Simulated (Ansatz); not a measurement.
NaF:
```
NaF
1.0
    3.86838     0.00000     0.00000
   -1.93419     3.35012     0.00000
    0.00000     0.00000     4.55243
Na F
2 2
Direct
  0.33333   0.66667   0.75000
  0.66667   0.33333   0.25000
  0.66667   0.33333   0.75000
  0.33333   0.66667   0.25000
```

Relaxed with r²SCAN. r²SCAN in the plane-wave PAW code Ansatz gives a gap of 6.33 eV.

Q: What gap does HSE06 give on the same cell (Ansatz, PAW)?

A: 7.75 eV, 1.41 eV more. The hybrid was solved on a coarser mesh and at special points; its gap is the smallest among all of these.

```csv
k,v1 r²SCAN,c1 r²SCAN,v1 HSE06,c1 HSE06
Γ,0.00,6.33,0.00,7.75
A,-0.46,8.64,(withheld),(withheld)
K,-0.23,9.61,(withheld),(withheld)
H,-0.17,10.79,-0.17,12.31
M,-0.17,9.34,(withheld),(withheld)
L,-0.26,10.45,(withheld),(withheld)
```

Q: Top valence (v1) and lowest conduction level (c1) in eV from each method's valence maximum (which need not be a listed point): supply the withheld HSE06 values.

A: 
- K, v1 HSE06: -0.24
- K, c1 HSE06: 11.14
- A, v1 HSE06: -0.47
- A, c1 HSE06: 10.07
- M, v1 HSE06: -0.18
- M, c1 HSE06: 10.86
- L, v1 HSE06: -0.27
- L, c1 HSE06: 11.95

Cost on shared cores: the r²SCAN run (SCF on a 8×8×6 mesh, then bands and DOS) around 40 core-seconds (rough), the HSE06 run (SCF on 6×6×5, then a few points) roughly 2.5 core-minutes; the tasks are unlike.

Space group P6_3/mmc. The start of the workflow was typed in or built on a structure type; neither database checked (COD, Materials Project) lists it. It is not the phase usual at ambient conditions (space group No. 225). Symmetry was held in the r²SCAN relaxation; whether a distortion lowers the energy is not shown.

Potentials: the later of the program's two PAW sets.
